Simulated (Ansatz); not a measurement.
MgTe:
```
CELL_PARAMETERS angstrom
      0.00000     3.25470     3.25470
      3.25470     0.00000     3.25470
      3.25470     3.25470     0.00000
ATOMIC_POSITIONS crystal
  Mg 0.00000 0.00000 0.00000
  Te 0.25000 0.25000 0.25000
```

DFT-PBE in the program Ansatz with PAW potentials gives a gap of 2.33 eV without spin–orbit coupling, maximum at Γ, minimum at Γ.

Q: What happens when spin–orbit coupling is switched on?

A: The gap drops by 0.26 eV, to 2.07 eV; maximum at Γ, minimum at Γ.

Q: How large is the spin–orbit splitting of the valence top at Γ?

A: The fourfold level lies 0.84 eV above the split-off pair.

Q: Give the electron effective mass with spin–orbit coupling.

A: 0.17 mₑ (isotropic).

Q: Give the hole effective mass with spin–orbit coupling, band 1 of 2 at the edge.

A: 0.85 along [100], 1.6 along [110], 2.1 along [111] (mₑ).

Q: Give the hole effective mass with spin–orbit coupling, band 2 of 2 at the edge.

A: 0.23 along [100], 0.21 along [110], 0.20 along [111] (mₑ).

Space group F-43m (zinc blende). The PBE relaxation kept the symmetry of its start.

Potentials: the later of the program's two PAW sets.
